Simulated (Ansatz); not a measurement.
Given:

SnGe:
```
CELL_PARAMETERS angstrom
      0.00000     2.90103     2.90103
      2.90103     0.00000     2.90103
      2.90103     2.90103     0.00000
ATOMIC_POSITIONS crystal
  Ge 0.00000 0.00000 0.00000
  Sn 0.50000 0.50000 0.50000
```

This is the PBE-relaxed structure.

All from PBE (plane waves, PAW; program Ansatz), unless another level is named. Predict the Hill bulk and shear moduli.

56.0 and 17.5 GPa.

Predict the elastic constants (relaxed ions, GPa).

C11 = 124, C12 = 22.0, C44 = 6.8.

Space group Fm-3m (rock salt). A made-up cell: these elements were put on the sites of a structure type; neither database checked (COD, Materials Project) lists it. Whether it is the stable phase at ambient conditions was not checked. The cell was relaxed with PBE under the symmetry of its start; of distortions, only those at the zone centre were tested. As this level gives no gap, shear constants depend on the k-mesh and smearing (Fermi–Dirac, 0.1 eV here). Scalar-relativistic: spin–orbit coupling is off unless named, which matters more the heavier the elements.

Potentials: the later of the program's two PAW sets.
